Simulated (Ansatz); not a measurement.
TeO2 (fluorite, Fm-3m), the program Ansatz at the r²SCAN level (PAW), all energies at zero smearing, with the estimated change up to a 700 eV cutoff added, with one set of potentials and settings (totals compare only within such a set). Cell of 3 atoms (1 Te, 2 O): -8128.650 eV.

| element | reference phase | E (eV/atom) |
|---|---|---|
| Te | P3_121, 3 atoms in the cell | -6994.8235 |
| O | C2/m, 4 atoms in the cell, spin-polarised | -566.0281 |

Formation energy per atom, worked out: (-8128.650 − 1×(-6994.8235) − 2×(-566.0281))/3 = -0.590 eV/atom (-57 kJ per mol of atoms), at 0 K, without zero-point energy or fitted corrections.

A made-up cell: these elements were put on the sites of a structure type; neither database checked (COD, Materials Project) lists it. COD files the formula under space group No. 19, 61, 92, 136, so this cell is another polymorph or a model. Whether it is the stable phase at ambient conditions was not checked. Symmetry was held in the r²SCAN relaxation; whether a distortion lowers the energy is not shown. The references are the lowest solids computed at this level, not always the standard phases (solids in place of the gases). Spin–orbit coupling is left out wherever it is not named.

Potentials: the later of the program's two PAW sets.
